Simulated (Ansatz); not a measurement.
BP:
```cif
data_BP
_chemical_formula_sum 'B1 P1'
_space_group_name_H-M_alt 'P 1'
_space_group_IT_number 1
_cell_length_a 3.21616
_cell_length_b 3.21616
_cell_length_c 3.21616
_cell_angle_alpha 60.000
_cell_angle_beta 60.000
_cell_angle_gamma 60.000
loop_
_space_group_symop_operation_xyz
  'x, y, z'
loop_
_atom_site_label
_atom_site_type_symbol
_atom_site_fract_x
_atom_site_fract_y
_atom_site_fract_z
_atom_site_occupancy
B1 B 0.25000 0.25000 0.25000 1
P1 P 0.50000 0.50000 0.50000 1
```

Relaxed with PBE.

Task: Decompose the optical modes at the zone centre into irreducible representations, and say which are infrared and Raman allowed.

Result: Point group -43m: Γ_opt = T2. Infrared: T2. Raman: T2.

Task: Assign frequencies (DFPT, DFT-PBE in the program Ansatz with PAW potentials; without the LO–TO term).

Result: T2 800 cm⁻¹.

Space group F-43m (zinc blende). The cell was relaxed with PBE under the symmetry of its start; phonons on a q-mesh show no instability. The volume moved by 18 % from the start of the relaxation.

Potentials: the later of the program's two PAW sets.
